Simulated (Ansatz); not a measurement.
Sr (fcc (Cu type)), relaxed and computed with several functionals in Ansatz (plane waves, PAW). Much of their spread follows the volume that each gives.

```json
[
 {"functional": "PBE+D3(BJ)", "V (Å³/atom)": "52.11", "B₀ by P(V) fit (GPa)": "?"},
 {"functional": "PBE", "V (Å³/atom)": "54.73", "B₀ by P(V) fit (GPa)": "11.6"},
 {"functional": "LDA", "V (Å³/atom)": "48.36", "B₀ by P(V) fit (GPa)": "14.2"},
 {"functional": "PBEsol", "V (Å³/atom)": "51.85", "B₀ by P(V) fit (GPa)": "12.5"}
]
```

### Question
Fit a straight line to ln B₀ against ln V and predict the withheld value.

### Answer
Least squares on the 3 shown rows: ln B₀ = -1.64 × ln V + (9.010), with a scatter of 1 %. For PBE+D3(BJ) this gives 12.5. The run itself gave 12.5, within the scatter.

All cells were relaxed under the symmetry of their starts (and spin orders); stability against distortions was not tested throughout. Scalar-relativistic: spin–orbit coupling is off unless named, which matters more the heavier the elements.

Potentials: the later of the program's two PAW sets.

Ansatz (an electronic-structure program) is a plane-wave DFT program.
